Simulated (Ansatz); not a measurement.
## Is this Tl2WF6 structure stable?

The structure comes from a generated guess, relaxed at this level; another structure or a mixture of phases may lie lower.

Computed with Ansatz 0.2.0, DFT PBE, scalar-relativistic, plane waves, PAW. Plane waves to 420 eV, an 8×8×8 mesh through Γ for the 9-atom cell and 0.10 eV Gaussian smearing; collinear spin.

```yaml
crystal:
  lattice:
    - [0.00000, 4.47257, 4.47257]
    - [4.47257, 0.00000, 4.47257]
    - [4.47257, 4.47257, 0.00000]
  atoms:
    - { symbol: Tl, position: [0.25000, 0.25000, 0.25000] }
    - { symbol: Tl, position: [0.75000, 0.75000, 0.75000] }
    - { symbol: W, position: [0.00000, 0.00000, 0.00000] }
    - { symbol: F, position: [0.77810, 0.22190, 0.22190] }
    - { symbol: F, position: [0.22190, 0.77810, 0.77810] }
    - { symbol: F, position: [0.22190, 0.77810, 0.22190] }
    - { symbol: F, position: [0.77810, 0.22190, 0.77810] }
    - { symbol: F, position: [0.22190, 0.22190, 0.77810] }
    - { symbol: F, position: [0.77810, 0.77810, 0.22190] }
```

Formation energies are uncorrected and refer to the elements' standard structures at the same level (F₂ as a molecule).

Problem. These tests were run: energy against the elements; phonons at Γ. What do they show?

Solution.

```tsv
test	result
energy against the elements	−2.13 eV/atom
phonons at Γ	imaginary modes down to 58i cm⁻¹
```

It fails one test: phonons at Γ. So it isn't even a local minimum.

These runs have no spin–orbit coupling, which can matter for Tl and W. Another magnetic order may lie lower. The run for the phonons used an 8×8×8 k mesh and Gaussian smearing of 0.20 eV. The cell carries site moments W 0.9 μB.
